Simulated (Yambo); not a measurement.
A G0W0@PBEsol run in Yambo for LiNbO₃ (centrosymmetric, paraelectric, space group R-3c, No. 167) (2×2×2 Γ-centred k mesh, bands 5 to 174 and a 7 Ry block in the screening, 174 bands in G with the Bruneval-Gonze terminator, plasmon pole fitted at 27.2 eV) gives these matrix elements, in eV, at the band edges (Γ → F):

```
state               E0    <Vxc>     <Σx>  <Σc(E0)>      Z
---------------  -----  -------  -------  --------  -----
valence edge     0.000  -20.032  -24.994     4.648  0.765
conduction edge  2.449  -16.343  -10.299    -4.821  0.804
```

Q: Solve the linearised quasiparticle equation for both states, give the gap, and say how exchange and correlation each act on it.

A: E = E0 + Z(Σx + Σc − Vxc). Valence: 0.000 + 0.765 × (-24.994 + (4.648) − (-20.032)) = -0.24 eV. Conduction: 2.449 + 0.804 × (-10.299 + (-4.821) − (-16.343)) = 3.43 eV. The gap is 3.67 eV, against 2.45 eV in PBEsol. Replacing Vxc by bare exchange alone would open it by 11.01 eV; correlation takes back 9.47 eV of that, and Z scales what is left. Nearest settings tried, and what they do to the gap: 118 bands in G: +20 meV; 118 bands in W, 118 bands in G: +68 meV; 6 Ry block (187 vectors against 259): +3 meV. Not varied: mesh. So the settings aren't converged at that level. The k mesh is coarse. The mesh misses a band edge: along a dense path the PBEsol gap is 2.38 eV against 2.45 eV on the mesh. Spin-orbit splittings are left out.

Geometry of the Materials Project entry, not relaxed at this level; primitive cell a = 5.544 Å, b = 5.544 Å, c = 5.544 Å, α = 56.75°, β = 56.75°, γ = 56.75°.

This is not the ordinary phase of the substance.
